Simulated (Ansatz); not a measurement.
Values for one crystal, relaxed and computed with LDA in the plane-wave PAW code Ansatz; other levels are named.

| Property | Result |
|---|---|
| Volume per atom | 15.87 Å³ |
| Electronic character | metallic (no gap) |
| Zone-centre stability | no imaginary mode at Γ |
| Pressure derivative B′ | 4.6 |
| Debye temperature from the elastic constants | 446 K |
| Mechanical stability | stable (all eigenvalues of C positive) |
| Elastic constants (relaxed ions, GPa) | C11 = 127, C12 = 62.3, C13 = 59.7, C33 = 127, C44 = 30.1 |

### Question
Which of these materials gives this?
A. Al, dhcp (α-La type)
B. La, dhcp (α-La type)
C. Cu, dhcp (α-La type)
D. Ru, hcp (Mg type)

### Answer
A, Al, dhcp (α-La type)

Space group P6_3/mmc (dhcp (α-La type)). The workflow started from a Materials Project entry (that database holds measured and hypothetical structures alike); the Crystallography Open Database copy checked does not list it. It is not the phase usual at ambient conditions (space group No. 225). The cell was relaxed with LDA under the symmetry of its start. As this level gives no gap, shear constants depend on the k-mesh and smearing (Fermi–Dirac, 0.1 eV here).

Potentials: the earlier of the program's two PAW sets.
